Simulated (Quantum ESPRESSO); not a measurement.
# Ta3AgCu3In: one composition in several site orders

Simulated, not a measurement. The program is pw.x of Quantum ESPRESSO 7.5 (plane-wave density functional theory). The cell is made up: eight metal atoms on a face-centred cubic lattice, with elements, volume, strain and displacements drawn at random and not relaxed, so it may be unstable or far from any real phase. PseudoDojo standard norm-conserving files set the functional (PBE unless stated); there is no spin polarisation or spin-orbit coupling, the Fermi-Dirac width of 0.25 eV means electrons at about 2900 K, and the masses in the input are unused placeholders. The copper pseudopotential is less sure than most, with forces differing by about three percent and pressure by about two GPa from a second method on plain copper. Heavy elements are run without spin-orbit coupling, which real alloys of them have. A spin test at this wide smearing found no moment, but such smearing suppresses magnetism that the real alloy may have.

The runs put one composition on the sites in different orders. Cell, positions, cutoff, mesh and smearing stay as in the input of run 1; sites are counted in its order. Stress in the tables is positive in tension.

Input of run 1:

```
&control calculation='scf', pseudo_dir='./dojo.nc.sr.pbe.v0_5.standard.upf', outdir='./o', disk_io='minimal', tprnfor=.true., tstress=.true. /
&system ibrav=0, nat=8, ntyp=4, nbnd=76, ecutwfc=92.02030273, nosym=.true., tot_charge=0,
 occupations='smearing', smearing='fd', degauss=0.0183746611
/
&electrons conv_thr=1.470e-08, electron_maxstep=70, mixing_beta=0.5 /
ATOMIC_SPECIES
Ag 1.0 Ag.upf
Cu 1.0 Cu.upf
In 1.0 In.upf
Ta 1.0 Ta.upf
CELL_PARAMETERS angstrom
0.1212 3.9463 3.9882
4.0859 0.051 4.0585
4.0754 4.006 0.0614
ATOMIC_POSITIONS angstrom
Ta -0.0336 0.0177 -0.0078
Ag 2.0187 1.9605 0.0697
Cu 2.0889 0.0076 2.043
Ta 4.0923 2.0572 1.9929
Ta 0.0681 1.9518 2.0247
In 2.0375 3.9392 2.0153
Cu 2.1052 2.0562 4.0281
Cu 4.1462 3.9987 4.0857
K_POINTS automatic
5 5 5 1 1 1
```

| run | elements on sites 1 to 8 | free energy less that of run 1 (eV) | -TS (eV) | pressure (GPa) | stress xx (GPa) | stress yy (GPa) | stress zz (GPa) | stress yz (GPa) | stress xz (GPa) | stress xy (GPa) | iterations |
| --- | --- | --- | --- | --- | --- | --- | --- | --- | --- | --- | --- |
| 1 | Ta Ag Cu Ta Ta In Cu Cu | 0.000 | -1.259 | 7.81 | -11.43 | -6.11 | -5.91 | -0.90 | 5.50 | 1.40 | 18 |
| 2 | Ta Ta Cu Ag Ta Cu In Cu | -0.341 | -1.155 | 7.77 | -9.21 | -6.69 | -7.40 | 2.91 | -0.75 | 5.46 | 16 |
| 3 | Ag Ta Ta Ta Cu In Cu Cu | 0.067 | -1.218 | 9.05 | -8.29 | -10.63 | -8.22 | -1.71 | 2.69 | 3.80 | 17 |
| 4 | Cu Ta Ta Cu In Ag Ta Cu | -0.197 | -1.266 | 7.30 | -7.78 | -6.84 | -7.27 | -0.16 | 3.17 | 4.25 | 18 |
| 5 | Ta Ta Cu Ta Cu Ag In Cu | 0.136 | -1.199 | 9.04 | -10.77 | -8.28 | -8.08 | -2.06 | 7.17 | 7.04 | 16 |
| 6 | Ta In Ta Ag Ta Cu Cu Cu | 0.179 | -1.231 | 9.35 | -8.84 | -9.31 | -9.89 | 5.40 | 5.43 | -3.20 | 16 |

Forces Fx Fy Fz (eV/Å):

```
site              run 1              run 2              run 3             run 4             run 5             run 6
   1   -0.21 0.17 -0.02   -0.13 0.12 -0.10     0.03 0.19 0.16   0.08 -0.02 0.15  -0.14 0.10 -0.06   -0.08 0.08 0.07
   2    0.08 0.03 -0.46    0.02 0.08 -0.45  -0.13 -0.02 -0.55   0.14 0.01 -0.59   0.02 0.09 -0.37   0.20 0.43 -0.69
   3   -0.23 0.04 -0.06    -0.23 0.13 0.09    -0.31 0.04 0.11   -0.36 0.35 0.37   -0.18 0.02 0.07  -0.41 -0.05 0.22
   4     0.06 0.03 0.53   -0.02 -0.17 0.66     0.05 0.00 0.51  -0.07 -0.01 0.26  -0.36 -0.10 0.91   0.05 -0.16 0.46
   5   -0.51 -0.41 0.18  -0.39 -0.24 -0.04   -0.08 -0.23 0.08  -0.34 -0.46 0.03  -0.14 -0.15 0.03  -0.21 -0.21 0.21
   6    0.68 0.47 -0.02    0.19 0.29 -0.06     0.21 0.32 0.10   0.22 0.52 -0.14   0.23 0.32 -0.14    0.12 0.20 0.02
   7    0.17 -0.20 0.03   0.42 -0.14 -0.06   0.21 -0.18 -0.10   0.25 -0.43 0.12  0.52 -0.22 -0.28  0.20 -0.16 -0.14
   8  -0.04 -0.13 -0.19   0.14 -0.07 -0.03   0.03 -0.13 -0.32   0.08 0.05 -0.21  0.05 -0.07 -0.17  0.13 -0.14 -0.15
```

The sites are displaced and not relaxed, so the energy differences mix bonding between neighbours with strain and are not ordering energies. A rerun of one cell of this series at a higher cutoff and on a denser mesh moved values by no more than 0.003 eV in energy, 0.02 GPa in stress and 0.004 eV/Å in force, and a second program with other atomic files agreed on that cell to 2 % rms in force and 0.5 GPa in pressure.